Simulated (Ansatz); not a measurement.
ZrO2:
```cif
data_O16Zr8
_chemical_formula_sum 'Zr8 O16'
_space_group_name_H-M_alt 'Pbca'
_space_group_IT_number 61
_space_group_name_Hall '-P 2ac 2ab'
_cell_length_a 5.55246
_cell_length_b 9.98534
_cell_length_c 5.77861
_cell_angle_alpha 90.000
_cell_angle_beta 90.000
_cell_angle_gamma 90.000
loop_
_space_group_symop_operation_xyz
  'x, y, z'
  '-x, -y, -z'
  '-x+1/2, -y, z+1/2'
  'x+1/2, y, -z+1/2'
  'x+1/2, -y+1/2, -z'
  '-x+1/2, y+1/2, z'
  '-x, y+1/2, -z+1/2'
  'x, -y+1/2, z+1/2'
loop_
_atom_site_label
_atom_site_type_symbol
_atom_site_symmetry_multiplicity
_atom_site_Wyckoff_symbol
_atom_site_fract_x
_atom_site_fract_y
_atom_site_fract_z
_atom_site_occupancy
Zr1 Zr 8 c 0.14811 0.37023 0.40688 1
O1 O 8 c 0.33000 0.48530 0.15529 1
O2 O 8 c 0.47592 0.26806 0.37608 1
```

Relaxed with r²SCAN. 

Q: HSE06 on this cell (Ansatz, a program for electronic structure, PAW) gives a gap of 5.44 eV. What does r²SCAN give?

A: 4.37 eV.

Cost on shared cores: the r²SCAN run (SCF on a 5×3×5 mesh, then bands and DOS) around 24 core-minutes (rough), the HSE06 run (SCF on 3×2×3, then a few points) about 30 core-minutes (a rough figure); the tasks are unlike.

The cell is a constructed one: a structure type filled with these elements; the Crystallography Open Database copy checked does not list it. It is not the phase usual at ambient conditions (space group No. 14). The r²SCAN relaxation kept the symmetry of its start; whether a distortion lowers the energy is not shown. The run is not spin-polarised. Scalar-relativistic: spin–orbit coupling is off unless named, which matters more the heavier the elements.

Potentials: the later of the program's two PAW sets.

Ansatz is a plane-wave DFT program.
